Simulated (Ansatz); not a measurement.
FeS$_{2}$ in space group Pnnm (No. 58; Fe on 2a, S on 4g) at seven volumes, plane-wave PAW PBEsol (Ansatz code), shape and atoms relaxed at each. One row is withheld.

| V (Å³/atom) | P (GPa) |
|---|---|
| 11.815 | 20.36 |
| 12.204 | ? |
| 12.594 | 5.67 |
| 12.983 | 0.00 |
| 13.373 | -4.78 |
| 13.762 | -8.79 |
| 14.152 | -12.16 |

Question: Fit the shown pressures and predict the withheld one.

Answer: P = (3/2)B₀(x^(7/2) − x^(5/2))[1 + (3/4)(B′ − 4)(x − 1)] with x = (V₀/V)^(2/3). Least squares on the six rows gives V₀ = 12.983 Å³/atom, B₀ = 173 GPa, B′ = 4.71. At V = 12.204, x = 1.0421 and P = 12.39 GPa. The run itself gave 12.38 GPa.

Symmetry was held in the PBEsol relaxation. The workflow began spin-polarised and lost its moments.

Potentials: the later of the program's two PAW sets.
